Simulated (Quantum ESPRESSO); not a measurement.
Zr4SSe7, one run as intended and one with a planted mistake

Simulated, not a measurement. The program is pw.x of Quantum ESPRESSO 7.5 (plane-wave density functional theory). The cell is made up: 12 atoms on a layered 1T lattice, with randomly drawn elements, strain and displacements, not relaxed. PseudoDojo standard norm-conserving files (v0.5 for PBE, v0.4.1 for LDA and PBEsol) set the functional; there is no spin polarisation, spin-orbit coupling or dispersion term, and the masses in the input are unused placeholders.

Intended input:

```
&control calculation='scf', pseudo_dir='./dojo.nc.sr.pbe.v0_5.standard.upf', outdir='./o', disk_io='low', tprnfor=.true., tstress=.true. /
&system ibrav=0, nat=12, ntyp=3, nbnd=89, ecutwfc=85.99341389, nosym=.true., tot_charge=0,
 occupations='smearing', smearing='fd', degauss=0.0018374661
/
&electrons conv_thr=7.350e-09, electron_maxstep=60, /
ATOMIC_SPECIES
S 1.0 S.upf
Se 1.0 Se.upf
Zr 1.0 Zr.upf
CELL_PARAMETERS angstrom
3.7402 -0.025 0.0076
-0.0433 6.4162 0.0087
0.0246 0.0164 12.0469
ATOMIC_POSITIONS angstrom
Zr 0.0631 -0.027 -0.0371
Zr 1.9395 3.3191 -0.0157
Zr -0.004 -0.0546 6.0867
Zr 1.8632 3.3416 6.08
S -0.0059 2.1265 1.5058
Se 1.8673 0.9932 4.496
Se 1.8027 5.2609 1.4173
Se -0.0901 4.3238 4.5706
Se -0.0273 2.1386 7.4479
Se 1.9073 1.0395 10.6283
Se 1.7987 5.4568 7.4803
Se 0.0039 4.2871 10.5101
K_POINTS automatic
6 4 2 1 1 1
```

The log is shortened where brackets say so; the opening notice, blank lines, dates and the lines on written files are dropped, and the path of the files is cut. It prints rydbergs, bohrs and kilobars, and counts compression as positive stress. Where no state is partly filled, the Fermi energy that it prints is only some level between the filled and the empty states on the mesh, and need not lie in the true gap.

Log of the intended run:

```
     Program PWSCF v.7.5
     Parallel version (MPI & OpenMP), running on       4 processor cores
     Number of MPI processes:                 4
     Threads/MPI process:                     1
     [start-up lines left out]
     bravais-lattice index     =            0
     lattice parameter (alat)  =       7.0681  a.u.
     unit-cell volume          =    1950.8434 (a.u.)^3
     number of atoms/cell      =           12
     number of atomic types    =            3
     number of electrons       =       166.00
     number of Kohn-Sham states=           89
     kinetic-energy cutoff     =      85.9934  Ry
     charge density cutoff     =     343.9737  Ry
     scf convergence threshold =      7.3E-09
     mixing beta               =       0.7000
     number of iterations used =            8  plain     mixing
     Exchange-correlation= PBE
                           (   1   4   3   4   0   0   0)
     [axes and pseudopotential details left out]
   Cartesian axes
     site n.     atom                  positions (alat units)
         1        Zr     tau(   1) = (   0.0168703  -0.0072187  -0.0099190  )
         2        Zr     tau(   2) = (   0.5185425   0.8873908  -0.0041975  )
         3        Zr     tau(   3) = (  -0.0010694  -0.0145978   1.6273332  )
         4        Zr     tau(   4) = (   0.4981430   0.8934064   1.6255419  )
         5        S      tau(   5) = (  -0.0015774   0.5685386   0.4025890  )
         6        Se     tau(   6) = (   0.4992392   0.2655408   1.2020454  )
         7        Se     tau(   7) = (   0.4819678   1.4065482   0.3789277  )
         8        Se     tau(   8) = (  -0.0240890   1.1560062   1.2219904  )
         9        Se     tau(   9) = (  -0.0072989   0.5717737   1.9912620  )
        10        Se     tau(  10) = (   0.5099335   0.2779195   2.8415701  )
        11        Se     tau(  11) = (   0.4808984   1.4589238   1.9999245  )
        12        Se     tau(  12) = (   0.0010427   1.1461942   2.8099683  )
     number of k points=    24  Fermi-Dirac smearing, width (Ry)=  0.0018
                       cart. coord. in units 2pi/alat
        k(    1) = (   0.0836683   0.0733279   0.0773487), wk =   0.0833333
        k(    2) = (   0.0839852   0.0735405  -0.0778910), wk =   0.0833333
     [further k points left out]
     Dense  grid:   210115 G-vectors     FFT dimensions: (  45,  72, 135)
     Estimated max dynamical RAM per process >     615.47 MB
     Estimated total dynamical RAM >       2.25 GB
     Initial potential from superposition of free atoms
     starting charge     165.9900, renormalised to     166.0000
     Starting wfcs are  107 randomized atomic wfcs
     total cpu time spent up to now is       14.2 secs
     per-process dynamical memory:   440.3 Mb
     Self-consistent Calculation
     iteration #  1     ecut=    85.99 Ry     beta= 0.70
     Davidson diagonalization with overlap
     ethr =  1.00E-02,  avg # of iterations =  2.0
     Threshold (ethr) on eigenvalues was too large:
     Diagonalizing with lowered threshold
     Davidson diagonalization with overlap
     ethr =  2.81E-04,  avg # of iterations =  2.9
     total cpu time spent up to now is       63.8 secs
     total energy              =   -2125.18123722 Ry
     estimated scf accuracy    <       0.49576783 Ry
     iteration #  2     ecut=    85.99 Ry     beta= 0.70
     Davidson diagonalization with overlap
     ethr =  2.99E-04,  avg # of iterations =  5.5
     total cpu time spent up to now is       95.8 secs
     total energy              =   -2124.93023052 Ry
     estimated scf accuracy    <       1.58579992 Ry
     [iterations 3 to 12 left out]
     iteration # 13     ecut=    85.99 Ry     beta= 0.70
     Davidson diagonalization with overlap
     ethr =  4.75E-10,  avg # of iterations =  2.2
     total cpu time spent up to now is      377.9 secs
     total energy              =   -2125.34990728 Ry
     estimated scf accuracy    <       0.00000018 Ry
     iteration # 14     ecut=    85.99 Ry     beta= 0.70
     Davidson diagonalization with overlap
     ethr =  1.08E-10,  avg # of iterations =  4.1
     total cpu time spent up to now is      398.8 secs
     End of self-consistent calculation
     [lines on levels left out]
     the Fermi energy is     9.8138 ev
!    total energy              =   -2125.34990731 Ry
     estimated scf accuracy    <          5.6E-09 Ry
     smearing contrib. (-TS)   =      -0.00000001 Ry
     internal energy E=F+TS    =   -2125.34990730 Ry
     The total energy is F=E-TS. E is the sum of the following terms:
     one-electron contribution =   -1217.44635982 Ry
     hartree contribution      =     651.48519001 Ry
     xc contribution           =    -426.14362359 Ry
     ewald contribution        =   -1133.24511390 Ry
     convergence has been achieved in  14 iterations
     Forces acting on atoms (cartesian axes, Ry/au):
     atom    1 type  3   force =    -0.01988393    0.06434065    0.03274623
     atom    2 type  3   force =    -0.01453009   -0.12028696    0.03466427
     atom    3 type  3   force =    -0.00254623    0.08399491   -0.07503634
     atom    4 type  3   force =    -0.01575185   -0.07886374   -0.01683385
     atom    5 type  1   force =    -0.00307458    0.00143352   -0.03609472
     atom    6 type  2   force =    -0.00212307    0.02543037   -0.01742105
     atom    7 type  2   force =     0.00998838    0.04255079    0.10564104
     atom    8 type  2   force =     0.02061827   -0.01813229   -0.07482312
     atom    9 type  2   force =    -0.00448372    0.01729071    0.06464838
     atom   10 type  2   force =     0.00928423    0.01528934   -0.07069772
     atom   11 type  2   force =     0.00500555   -0.03056034    0.11738893
     atom   12 type  2   force =     0.01749703   -0.00248697   -0.06418206
     Total force =     0.302674     Total SCF correction =     0.000509
     Computing stress (Cartesian axis) and pressure
          total   stress  (Ry/bohr**3)                   (kbar)     P=      101.17
   0.00061972   0.00006153  -0.00005749           91.16        9.05       -8.46
   0.00006153   0.00067832   0.00001119            9.05       99.78        1.65
  -0.00005749   0.00001119   0.00076509           -8.46        1.65      112.55
     init_run     :     10.23s CPU     10.63s WALL (       1 calls)
     electrons    :    377.79s CPU    384.63s WALL (       1 calls)
     forces       :      3.70s CPU      3.76s WALL (       1 calls)
     stress       :     11.95s CPU     12.21s WALL (       1 calls)
     [timing details left out]
     PWSCF        :   6m47.33s CPU   6m55.02s WALL
     JOB DONE.
```

A second run has one planted mistake: two atoms have their elements exchanged. The input lines that differ, file-writing options aside:

```
- S -0.0059 2.1265 1.5058
+ Se -0.0059 2.1265 1.5058
- Se 0.0039 4.2871 10.5101
+ S 0.0039 4.2871 10.5101
```

Its log:

```
     Program PWSCF v.7.5
     Parallel version (MPI & OpenMP), running on       4 processor cores
     Number of MPI processes:                 4
     Threads/MPI process:                     1
     [start-up lines left out]
     bravais-lattice index     =            0
     lattice parameter (alat)  =       7.0681  a.u.
     unit-cell volume          =    1950.8434 (a.u.)^3
     number of atoms/cell      =           12
     number of atomic types    =            3
     number of electrons       =       166.00
     number of Kohn-Sham states=           89
     kinetic-energy cutoff     =      85.9934  Ry
     charge density cutoff     =     343.9737  Ry
     scf convergence threshold =      7.3E-09
     mixing beta               =       0.7000
     number of iterations used =            8  plain     mixing
     Exchange-correlation= PBE
                           (   1   4   3   4   0   0   0)
     [axes and pseudopotential details left out]
   Cartesian axes
     site n.     atom                  positions (alat units)
         1        Zr     tau(   1) = (   0.0168703  -0.0072187  -0.0099190  )
         2        Zr     tau(   2) = (   0.5185425   0.8873908  -0.0041975  )
         3        Zr     tau(   3) = (  -0.0010694  -0.0145978   1.6273332  )
         4        Zr     tau(   4) = (   0.4981430   0.8934064   1.6255419  )
         5        Se     tau(   5) = (  -0.0015774   0.5685386   0.4025890  )
         6        Se     tau(   6) = (   0.4992392   0.2655408   1.2020454  )
         7        Se     tau(   7) = (   0.4819678   1.4065482   0.3789277  )
         8        Se     tau(   8) = (  -0.0240890   1.1560062   1.2219904  )
         9        Se     tau(   9) = (  -0.0072989   0.5717737   1.9912620  )
        10        Se     tau(  10) = (   0.5099335   0.2779195   2.8415701  )
        11        Se     tau(  11) = (   0.4808984   1.4589238   1.9999245  )
        12        S      tau(  12) = (   0.0010427   1.1461942   2.8099683  )
     number of k points=    24  Fermi-Dirac smearing, width (Ry)=  0.0018
                       cart. coord. in units 2pi/alat
        k(    1) = (   0.0836683   0.0733279   0.0773487), wk =   0.0833333
        k(    2) = (   0.0839852   0.0735405  -0.0778910), wk =   0.0833333
     [further k points left out]
     Dense  grid:   210115 G-vectors     FFT dimensions: (  45,  72, 135)
     Estimated max dynamical RAM per process >     615.47 MB
     Estimated total dynamical RAM >       2.25 GB
     Initial potential from superposition of free atoms
     starting charge     165.9900, renormalised to     166.0000
     Starting wfcs are  107 randomized atomic wfcs
     total cpu time spent up to now is       10.1 secs
     per-process dynamical memory:   440.3 Mb
     Self-consistent Calculation
     iteration #  1     ecut=    85.99 Ry     beta= 0.70
     Davidson diagonalization with overlap
     ethr =  1.00E-02,  avg # of iterations =  2.0
     Threshold (ethr) on eigenvalues was too large:
     Diagonalizing with lowered threshold
     Davidson diagonalization with overlap
     ethr =  2.65E-04,  avg # of iterations =  3.0
     total cpu time spent up to now is       52.8 secs
     total energy              =   -2125.21996417 Ry
     estimated scf accuracy    <       0.47175711 Ry
     iteration #  2     ecut=    85.99 Ry     beta= 0.70
     Davidson diagonalization with overlap
     ethr =  2.84E-04,  avg # of iterations =  6.1
     total cpu time spent up to now is       78.9 secs
     total energy              =   -2125.24329195 Ry
     estimated scf accuracy    <       0.38234169 Ry
     [iterations 3 to 14 left out]
     iteration # 15     ecut=    85.99 Ry     beta= 0.70
     Davidson diagonalization with overlap
     ethr =  1.03E-11,  avg # of iterations =  5.9
     total cpu time spent up to now is      369.4 secs
     total energy              =   -2125.36905787 Ry
     estimated scf accuracy    <          1.0E-08 Ry
     iteration # 16     ecut=    85.99 Ry     beta= 0.70
     Davidson diagonalization with overlap
     ethr =  6.01E-12,  avg # of iterations =  2.2
     total cpu time spent up to now is      388.9 secs
     End of self-consistent calculation
     [lines on levels left out]
     the Fermi energy is     9.8248 ev
!    total energy              =   -2125.36905787 Ry
     estimated scf accuracy    <          1.8E-09 Ry
     smearing contrib. (-TS)   =      -0.00000001 Ry
     internal energy E=F+TS    =   -2125.36905786 Ry
     The total energy is F=E-TS. E is the sum of the following terms:
     one-electron contribution =   -1206.26349052 Ry
     hartree contribution      =     646.04578098 Ry
     xc contribution           =    -426.13393205 Ry
     ewald contribution        =   -1139.01741627 Ry
     convergence has been achieved in  16 iterations
     Forces acting on atoms (cartesian axes, Ry/au):
     atom    1 type  3   force =    -0.01960302    0.01188246   -0.01362443
     atom    2 type  3   force =    -0.00753458   -0.06932042   -0.05215657
     atom    3 type  3   force =    -0.00256283    0.08299014   -0.07116238
     atom    4 type  3   force =    -0.01589119   -0.07804528   -0.01348592
     atom    5 type  2   force =     0.00053739    0.00212631    0.02107989
     atom    6 type  2   force =    -0.00208819    0.02553942   -0.01870001
     atom    7 type  2   force =     0.01015479    0.04264764    0.10635845
     atom    8 type  2   force =     0.02070078   -0.01781962   -0.07560569
     atom    9 type  2   force =    -0.00449669    0.01711218    0.06358987
     atom   10 type  2   force =     0.00920783    0.01425204   -0.07059101
     atom   11 type  2   force =     0.00493357   -0.03058307    0.11610013
     atom   12 type  1   force =     0.00664213   -0.00078180    0.00819768
     Total force =     0.268528     Total SCF correction =     0.000241
     Computing stress (Cartesian axis) and pressure
          total   stress  (Ry/bohr**3)                   (kbar)     P=       98.58
   0.00058974   0.00004349  -0.00003546           86.75        6.40       -5.22
   0.00004349   0.00067843   0.00001348            6.40       99.80        1.98
  -0.00003546   0.00001348   0.00074214           -5.22        1.98      109.17
     init_run     :      9.60s CPU     10.04s WALL (       1 calls)
     electrons    :    371.47s CPU    378.83s WALL (       1 calls)
     forces       :      3.67s CPU      3.74s WALL (       1 calls)
     stress       :     12.11s CPU     12.41s WALL (       1 calls)
     [timing details left out]
     PWSCF        :   6m37.02s CPU   6m45.33s WALL
     JOB DONE.
```

|  | intended run | run with the mistake |
| --- | --- | --- |
| free energy (eV) | -28916.859 | -28917.119 |
| smearing term -TS (eV) | 0.0000 | 0.0000 |
| pressure (GPa) | 10.12 | 9.86 |
| largest force component (eV/Å) | 3.093 | 2.985 |
| largest change of a force component (eV/Å) |  | 2.232 |
| iterations | 14 | 16 |

For scale, a rerun of the intended cell at 1467 eV and a 8 x 6 x 4 mesh moved values by no more than 0.010 eV in energy, 0.14 GPa in stress and 0.013 eV/Å in force.